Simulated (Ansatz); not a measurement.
**Ga2SeS2: stable or not**

The structure comes from a generated guess, relaxed at this level; another structure or a mixture of phases may lie lower.

Theory: DFT PBE, scalar-relativistic, plane waves, PAW (Ansatz). Cutoff 420 eV, Γ-centred 12×12×4 mesh (5-atom cell), Gaussian smearing of 0.10 eV, no spin polarisation.

```cif
data_structure
_symmetry_space_group_name_H-M 'P 1'
_symmetry_Int_Tables_number 1
_cell_length_a 3.6215
_cell_length_b 3.6215
_cell_length_c 10.1938
_cell_angle_alpha 90.000
_cell_angle_beta 90.000
_cell_angle_gamma 120.000
_cell_volume 115.78
loop_
_atom_site_label
_atom_site_type_symbol
_atom_site_fract_x
_atom_site_fract_y
_atom_site_fract_z
_atom_site_occupancy
Ga1 Ga 0.33333 0.66667 0.18046 1
Ga2 Ga 0.66667 0.33333 0.81954 1
Se1 Se 0.00000 0.00000 0.00000 1
S1 S 0.33333 0.66667 0.70884 1
S2 S 0.66667 0.33333 0.29116 1
```

The zero of energy is the elements' standard structures at the same level; no fitted shifts are applied.

**Question.** These tests were run: energy against the elements; phonons on a 2×2×1 q mesh. What do they show?

**Answer.**

```tsv
test	result
energy against the elements	−0.49 eV/atom
phonons on a 2×2×1 q mesh	imaginary modes down to 98i cm⁻¹
```

It fails one test: phonons on a 2×2×1 q mesh. So it isn't even a local minimum.

Weakly bound directions are ill-defined at this level, which has no dispersion term. The reference forms of S and Se are held partly by dispersion forces, which this level lacks. The run for the phonons used a 12×12×4 k mesh and Fermi–Dirac smearing of 0.15 eV.
